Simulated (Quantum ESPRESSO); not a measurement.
**Kohn-Sham bands of CsGeI$_{3}$ (Cm)**

```yaml
crystal:
  lattice:
    - [4.35337, -4.22419, 0.00000]
    - [4.35337, 4.22419, 0.00000]
    - [-0.32427, 0.00000, 6.11949]
  atoms:
    - { symbol: Cs, position: [0.91099, 0.91099, 0.58661] }
    - { symbol: Ge, position: [0.37265, 0.37265, 0.13414] }
    - { symbol: I, position: [0.41162, 0.41162, 0.58077] }
    - { symbol: I, position: [0.91993, 0.40881, 0.09324] }
    - { symbol: I, position: [0.40881, 0.91993, 0.09324] }
```

Structure: Materials Project mp-28377, symmetrised, not relaxed again. Not found in the COD (Crystallography Open Database) copy used, which has the formula in other groups; not checked further. The atoms lie within 0.1 Å of the higher space group R3m. Method: PBEsol plane waves in Quantum ESPRESSO 7.5 (PseudoDojo norm-conserving files, 63 Ry, spinors with spin-orbit coupling), Bloch states on a 4×4×4 mesh through Γ, Wannier90 4.0.1. Density: 6×6×6 mesh, cold smearing 0.01 Ry.

Task: List the Kohn-Sham levels between −8 and 3.9 eV relative to the valence-band maximum at the high-symmetry points, as a band run of pw.x on that density gives them (levels within 2 meV counted together).

Result: 
```
point  k (reciprocal lattice)                                                                                                                                                                                                       levels (eV)
-----  ----------------------  ----------------------------------------------------------------------------------------------------------------------------------------------------------------------------------------------------------------
Γ           0.000 0.000 0.000  -7.88 (×2), -7.88 (×2), -7.11 (×2), -4.34 (×2), -4.18 (×2), -3.78 (×2), -2.27 (×2), -1.99 (×2), -1.90 (×2), -1.46 (×2), -1.23 (×2), -1.22 (×2), 2.73 (×2), 3.27 (×2), 3.52 (×2), 3.57 (×2), 3.78 (×2), 3.82 (×2)
C          -0.486 0.486 0.000                                    -7.88, -7.88, -7.86 (×2), -4.04, -4.03, -3.34, -3.32, -2.64, -2.60, -2.39, -2.37, -2.27, -2.26, -2.04, -1.98, -1.77, -1.74, -1.12, -1.11, -0.45, -0.43, 1.30, 1.32, 1.62, 1.64
C_2       -0.514 -0.486 0.000                                    -7.88, -7.88, -7.86 (×2), -4.04, -4.03, -3.34, -3.32, -2.64, -2.60, -2.39, -2.37, -2.27, -2.26, -2.04, -1.98, -1.77, -1.74, -1.12, -1.11, -0.45, -0.43, 1.30, 1.32, 1.62, 1.64
Y_2       -0.500 -0.500 0.000                                                          -7.88 (×2), -7.86 (×2), -4.03 (×2), -3.33 (×2), -2.62 (×2), -2.38 (×2), -2.27 (×2), -2.01 (×2), -1.76 (×2), -1.11 (×2), -0.44 (×2), 1.30 (×2), 1.62 (×2)
M_2       -0.500 -0.500 0.500                                     -7.92 (×2), -7.91 (×2), -3.26 (×2), -3.24 (×2), -2.71 (×2), -2.29 (×2), -2.07 (×2), -1.65 (×2), -0.92 (×2), -0.87 (×2), 0.00 (×2), 0.88 (×2), 1.23 (×2), 1.28 (×2), 3.54 (×2)
D         -0.532 -0.468 0.500               -7.92 (×2), -7.91 (×2), -3.28, -3.27, -3.25, -3.21, -2.71, -2.70, -2.33, -2.29, -2.09, -2.08, -1.66, -1.65, -0.93, -0.92, -0.89, -0.88, -0.05, -0.03, 0.87, 0.92, 1.26, 1.29, 1.33, 1.34, 3.56 (×2)
D_2        -0.468 0.468 0.500               -7.92 (×2), -7.91 (×2), -3.28, -3.27, -3.25, -3.21, -2.71, -2.70, -2.33, -2.29, -2.09, -2.08, -1.66, -1.65, -0.93, -0.92, -0.89, -0.88, -0.05, -0.03, 0.87, 0.92, 1.26, 1.29, 1.33, 1.34, 3.56 (×2)
A           0.000 0.000 0.500                                                         -7.87 (×2), -7.86 (×2), -7.49 (×2), -4.28 (×2), -4.02 (×2), -2.83 (×2), -2.52 (×2), -2.05 (×2), -1.89 (×2), -1.73 (×2), -1.47 (×2), -1.13 (×2), 1.76 (×2)
L_2        -0.500 0.000 0.500                                                          -7.87 (×2), -7.86 (×2), -4.06 (×2), -3.34 (×2), -2.63 (×2), -2.38 (×2), -2.26 (×2), -2.01 (×2), -1.76 (×2), -1.15 (×2), -0.51 (×2), 1.32 (×2), 1.67 (×2)
V_2        -0.500 0.000 0.000                                              -7.87 (×2), -7.87 (×2), -7.54 (×2), -4.25 (×2), -3.99 (×2), -2.83 (×2), -2.49 (×2), -2.07 (×2), -1.91 (×2), -1.72 (×2), -1.48 (×2), -1.05 (×2), 1.71 (×2), 3.80 (×2)
```
